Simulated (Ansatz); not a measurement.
**Clamped-ion strain scan in TiO2**

Level of theory: DFT r2SCAN, scalar-relativistic, plane waves, PAW (Ansatz 0.2.0). Settings: plane waves to 500 eV, k-mesh 6×6×10 (Γ-centred), Gaussian smearing 0.05 eV. No spin polarisation. Energies are free energies at this smearing, counted from the undisturbed cell; pressure is positive in compression.

The undisturbed cell (relaxed at this level):

```
Ti O
1.0
     4.59675    0.00000    0.00000
     0.00000    4.59675    0.00000
     0.00000    0.00000    2.95367
Ti O
2 4
Direct
  0.00000 0.00000 0.00000
  0.50000 0.50000 0.50000
  0.30461 0.30461 0.00000
  0.19539 0.80461 0.50000
  0.69539 0.69539 0.00000
  0.80461 0.19539 0.50000
```

The cell is strained by ε times the Voigt pattern (0, 0, 0, 0, 0, 1) (xx, yy, zz, yz, xz, xy; engineering shear) with fractional coordinates fixed.

```
      ε  ΔE (meV/atom) stress summed along the pattern (GPa, tension positive)
-0.0200            3.1                                                    -4.75
-0.0100            0.8                                                    -2.37
 0.0000            0.0                                                     0.00
 0.0025            0.0                                                     0.59
 0.0050            0.2                                                     1.19
 0.0075            0.4                                                     1.78
 0.0125            1.2                                                     2.97
 0.0150            1.7                                                     3.56
 0.0175            2.4                                                     4.15
```

By symmetry 0.0200 repeats -0.0200, -0.0150 repeats 0.0150, 0.0100 repeats -0.0100, -0.0050 repeats 0.0050 in energy, with the opposite slope along the path.

Cost: 9 runs of about 5.9 core-minutes in all, on Intel Xeon Processor @ 2.50GHz (Skylake/Cascade Lake) (shared hosts).